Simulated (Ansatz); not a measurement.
**SrAl$_{2}$H$_{2}$: moving Sr off its site**

SrAl$_{2}$H$_{2}$, P-3m1, a = 4.525 Å, c = 4.721 Å (as given, not relaxed at this level: 0.1 GPa, forces to 0.07 eV/Å). The structure is a COD entry; whether it is the stable form wasn't checked. Ansatz: r2SCAN, PAW, 500 eV, Γ-centred 12×12×10 mesh on 5 atoms, Gaussian smearing 0.15 eV; no spin polarisation.

```
CELL_PARAMETERS angstrom
4.52530 0.00000 0.00000
-2.26265 3.91902 0.00000
0.00000 0.00000 4.72140
ATOMIC_POSITIONS crystal
Sr 0.00000 0.00000 0.00000
Al 0.33333 0.66667 0.45890
Al 0.66667 0.33333 0.54110
H 0.33333 0.66667 0.09760
H 0.66667 0.33333 0.90240
```

Atom 1 (Sr) moves by x along the unit vector (0.000, 0.000, 1.000), with its periodic images; all else is held. y is the free energy of the cell over the start, F the force along the path summed over the moved atoms. Symmetry makes y even in x.

```tsv
x (Å)	y (meV)	F (eV/Å)
-0.1000	?	?
-0.0500	3.18	0.13
0.0000	0.00	0.00
0.0125	0.20	-0.03
0.0250	0.80	-0.06
0.0375	1.79	-0.10
0.0625	4.98	-0.16
0.0750	7.17	-0.19
0.0875	9.77	-0.22
```

Problem. Fit y = c2 x² + c4 x⁴ to the energies of the other rows, give the force constant, and predict energy and force of the missing row.

Solution. Least squares on the rows shown. y = 1272 x² + 504.4 x⁴. The force constant is 2 c2 = 2.54 eV/Å² (for all images moving together, not for a lone atom). The force −dy/dx at the missing row is 0.26 eV/Å (computed 0.26). At x = -0.1000 the fit asked for gives 12.77 meV. The run gave 12.77 meV, the same to the digits shown.